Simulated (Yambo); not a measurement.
Input:

```xyz
2
Lattice="0.0000 2.7882 2.7882 2.7882 0.0000 2.7882 2.7882 2.7882 0.0000" Properties=species:S:1:pos:R:3 pbc="T T T"
Zn     0.0000     0.0000     0.0000
Se     1.3941     1.3941     1.3941
```

Workflow: norm-conserving PBE (stringent potentials; Quantum ESPRESSO, 104 Ry, without SOC), then G0W0 in Yambo (4×4×4 Γ-centred k mesh, bands 14 to 208 and a 15 Ry block in the screening, 208 bands in G with the Bruneval-Gonze terminator, plasmon pole fitted at 27.2 eV).

Task: Give the PBE and G0W0 gaps between the band edges found on this mesh, and say where the edges lie.

Result: Edges: Γ → Γ. PBE: 1.49 eV; G0W0: 2.33 eV. Convergence of the G0W0 settings was not tested. Spin-orbit splittings are left out.

Geometry strained from the cell relaxed with PBEsol, atoms relaxed again.
